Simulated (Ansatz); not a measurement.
Theory: DFT PBE, scalar-relativistic, plane waves, PAW in Ansatz 0.2.0. All cells share a 420 eV cutoff and Γ-centred k meshes spaced at most about 0.3 Å⁻¹ (about 0.25 or finer for metals, 2π included). No spin polarisation in the final relaxations.

Each of these unrelaxed guesses is relaxed in cell and atoms within its symmetry. A guess keeps its type if space group and coordination stay and the shape of the cell changes little (axis ratios within about 15 %, angles within 6°); the volume may change.

1. HfSnSe4

```cif
data_structure
_symmetry_space_group_name_H-M 'P-3m1'
_symmetry_Int_Tables_number 164
_cell_length_a 3.8764
_cell_length_b 3.8764
_cell_length_c 13.3490
_cell_angle_alpha 90.000
_cell_angle_beta 90.000
_cell_angle_gamma 120.000
_cell_volume 173.71
loop_
_atom_site_label
_atom_site_type_symbol
_atom_site_symmetry_multiplicity
_atom_site_Wyckoff_symbol
_atom_site_fract_x
_atom_site_fract_y
_atom_site_fract_z
_atom_site_occupancy
Hf1 Hf 1 b 0.00000 0.00000 0.50000 1
Sn1 Sn 1 a 0.00000 0.00000 0.00000 1
Se1 Se 2 d 0.66667 0.33333 0.88976 1
Se2 Se 2 d 0.66667 0.33333 0.37664 1
```

2. MgBe2Te2O

```cif
data_structure
_symmetry_space_group_name_H-M 'P-4m2'
_symmetry_Int_Tables_number 115
_cell_length_a 4.0999
_cell_length_b 4.0999
_cell_length_c 6.9443
_cell_angle_alpha 90.000
_cell_angle_beta 90.000
_cell_angle_gamma 90.000
_cell_volume 116.73
loop_
_atom_site_label
_atom_site_type_symbol
_atom_site_symmetry_multiplicity
_atom_site_Wyckoff_symbol
_atom_site_fract_x
_atom_site_fract_y
_atom_site_fract_z
_atom_site_occupancy
Mg1 Mg 1 a 0.00000 0.00000 0.00000 1
Be1 Be 2 g 0.50000 0.00000 0.83276 1
Te1 Te 2 g 0.50000 0.00000 0.31831 1
O1 O 1 b 0.50000 0.50000 0.00000 1
```

3. Cd4InO

```cif
data_structure
_symmetry_space_group_name_H-M 'P6/mmm'
_symmetry_Int_Tables_number 191
_cell_length_a 3.9805
_cell_length_b 3.9805
_cell_length_c 8.0917
_cell_angle_alpha 90.000
_cell_angle_beta 90.000
_cell_angle_gamma 120.000
_cell_volume 111.03
loop_
_atom_site_label
_atom_site_type_symbol
_atom_site_symmetry_multiplicity
_atom_site_Wyckoff_symbol
_atom_site_fract_x
_atom_site_fract_y
_atom_site_fract_z
_atom_site_occupancy
Cd1 Cd 4 h 0.33333 0.66667 0.75959 1
In1 In 1 b 0.00000 0.00000 0.50000 1
O1 O 1 a 0.00000 0.00000 0.00000 1
```

Question: Which guesses survive the relaxation?

Answer: Guess 1 keeps its type.

| guess | kept | start group | end group | V start (Å³/atom) | V end | b/a and c/a, end over start | nearest neighbours start | nearest neighbours end |
| --- | --- | --- | --- | --- | --- | --- | --- | --- |
| 1 | yes | P-3m1 | P-3m1 | 29.0 | 29.7 | 1.00, 1.07 | Hf 6, Se 3, Sn 6 | Hf 6, Se 3, Sn 6 |
| 2 | no | P-4m2 | P-4m2 | 19.5 | 19.5 | 1.00, 1.87 | Be 4, Mg 4, O 4, Te 9 | Be 9, Mg 4, O 4, Te 5 |
| 3 | no | P6/mmm | P6/mmm | 18.5 | 22.3 | 1.00, 0.50 | Cd 3, In 12, O 12 | Cd 2, In 2, O 2 |

Neighbours count within 15 % of an atom's shortest distance; end groups are read at 0.02 Å (0.05 Å in metals).

No dispersion correction is applied, so the spacing and binding between layers, chains or molecules are poorly described (HfSnSe4 P-3m1, MgBe2Te2O P-4m2). These runs have no spin–orbit coupling, which can matter for Hf and Te. Cells relaxed within their symmetry can be saddle points.
